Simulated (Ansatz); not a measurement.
According to r²SCAN in the plane-wave PAW code Ansatz, VBiO4 in the tetragonal phase (I4_1/a; Bi on 4a, V on 4b, O on 16f) relaxes to a = 5.121 Å, c = 11.621 Å. V has 4 nearest neighbours from 1.72 Å (tetrahedral). Against the elements it lies at -2.09 eV/atom, with no fitted shifts.

The Kohn–Sham gap is 2.42 eV (indirect). The screened hybrid HSE06 puts the gap at 3.29 eV. Gap from r²SCAN with spin–orbit coupling: 2.28 eV. Electrons at the band edge weigh 0.59, 1.2, 5.6 mₑ (principal values). The hole mass is 0.61, 1.5, 3.8 mₑ (principal values). The magnetic state found is non-magnetic (starting moments vanished).

The bulk modulus is 138 GPa. Bader charges are Bi +2.13, V +2.28, O -1.10 e.

The r²SCAN relaxation kept the symmetry of its start. The workflow began spin-polarised and lost its moments. No Hubbard U is applied. The references are the lowest solids computed at this level, not always the standard phases (solids in place of the gases). Spin–orbit coupling is left out wherever it is not named.

Potentials: the later of the program's two PAW sets.
